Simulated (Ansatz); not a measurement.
## GdCd (Pm-3m): moments, gap and shell filling against U

Geometry: a structure from the Materials Project; nothing is relaxed.

Functional, mesh and filling: PBEsol, 8×8×8 k mesh, Fermi–Dirac smearing of 0.05 eV. PAW means Ansatz 0.2.0 on its default frozen-core files; LAPW is all-electron LAPW in Ansatz 0.2.0. Site moments are integrated in spheres about the atoms, whose radii differ between the methods.

The first input and its command:

```yaml
crystal:
  lattice:
    - [3.75958674, 0.0, 0.0]
    - [0.0, 3.75958674, 0.0]
    - [0.0, 0.0, 3.75958674]
  atoms:
    - { symbol: Gd, position: [0.5, 0.5, 0.5], spin: -7.0 }
    - { symbol: Cd, position: [0.0, 0.0, 0.0] }
magnetization:
  spin_polarized: true
kpoints:
  mp_grid: { grid: [8, 8, 8] }
scf:
  occupations: { method: fermi_dirac, width: 0.05 }
hamiltonian:
  xc: pbesol
  pseudopotentials: { kind: paw }
output:
  forces: true
  stress: true
  eigenvalues: true
  hubbard: { sites: [{ species: Gd, l: f }] }
  populations: true
  write_density: true
  write_potential: true
  elf: true
  volumetric_format: npy
```

Command: `ansatz run input.yaml --threads 1 --pin off --max-ram 3072MiB --backend cpu --events-out ev --progress --plain --runs-dir out`

The input for «U = 3 eV on Gd f» by LAPW differs from it in these lines, output keys apart:

```diff
-  pseudopotentials: { kind: paw }
+  pseudopotentials: { kind: all_electron, lapw: { basis_error: 0.0005 } }
+  hubbard: { sites: [{ species: Gd, l: f, u_eff: 3 }] }
```

U is Dudarev's effective value on Löwdin-orthogonalised free-atom orbitals with fully localised double counting, unless a row says otherwise (a row with U and J takes Liechtenstein's form); the search for lower states is left at its default. Gaps are Kohn–Sham gaps on the k mesh over both spins.

| run | largest site moment PAW (μB) | largest site moment LAPW (μB) | gap PAW (eV) | gap LAPW (eV) | Gd f electrons PAW | electrons LAPW | P PAW (GPa) | P LAPW (GPa) |
| --- | --- | --- | --- | --- | --- | --- | --- | --- |
| no U | 7.13 | 7.22 | metal | metal | 7.14 | 7.13 | -1.9 | -1.9 |
| U = 3 eV on Gd f | 7.32 | 7.43 | metal | metal | 7.02 | 7.02 | -2.2 | -2.2 |
| U = 6 eV on Gd f | 7.36 | 7.47 | metal | metal | 7.01 | 7.01 | -2.0 | -2.0 |
| U = 8 eV on Gd f | 7.36 | 7.48 | metal | metal | 7.00 | 7.00 | -2.0 | -2.0 |
| U = 6 eV on Gd f, around-mean-field double counting | 7.12 | 7.20 | metal | metal | 7.14 | 7.14 | -1.8 | -1.8 |

The PAW files were made with PBE; the program remakes their cores once for the run's functional and then keeps them frozen. Spin–orbit coupling is left out although heavy atoms are present. With open f shells a run can end in a state that isn't the lowest. The magnetic state is the one that this cell and start allow. It needn't be the compound's measured order, which may need a larger cell or be absent.
